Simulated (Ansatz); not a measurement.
The cell below belongs to a search over invented structures; it isn't taken from experiment.

Input and command of a plane-wave DFT calculation in Ansatz:

```yaml
crystal:
  lattice:
    - [-2.88769509, 2.88769509, 3.32315999]
    - [2.88769509, -2.88769509, 3.32315999]
    - [2.88769509, 2.88769509, -3.32315999]
  atoms:
    - { symbol: Ti, position: [0.5, 0.5, 0.5] }
    - { symbol: Ti, position: [0.0, 0.0, 0.5] }
    - { symbol: Ti, position: [0.5, 0.0, 0.0] }
    - { symbol: Ti, position: [0.0, 0.5, 0.0] }
    - { symbol: Ti, position: [0.75, 0.25, 0.5] }
    - { symbol: Ti, position: [0.25, 0.75, 0.5] }
    - { symbol: Ge, position: [0.5, 0.5, 0.0] }
basis:
  ecutwfc: 420
kpoints:
  mp_grid: { grid: [4, 4, 4] }
hamiltonian:
  xc: pbe
scf:
  occupations: { method: gaussian, width: 0.2 }
  lower_state_search: "off"
output:
  forces: true
  stress: true
  eigenvalues: true
relax:
  adjacent_minimum: "off"
  f_tol: 0.08
  max_steps: 16
  cell: { stress_tol: 0.8 }
```

```bash
ansatz run input.yaml --threads 1 --pin off --max-ram 2560MiB --backend cpu --events-out ev --progress --plain --runs-dir out
```

Processor: Intel(R) Xeon(R) Processor @ 2.70GHz, 1 thread, on a host shared with other jobs.

**Question.** Estimate time, memory and problem size.

**Answer.** About 84 s, peak memory 0.47 GiB. It solves 52 bands at 13 k points (after reduction by symmetry) with about 2581 plane waves (on the last cell), in 79 SCF iterations over 10 ionic steps.
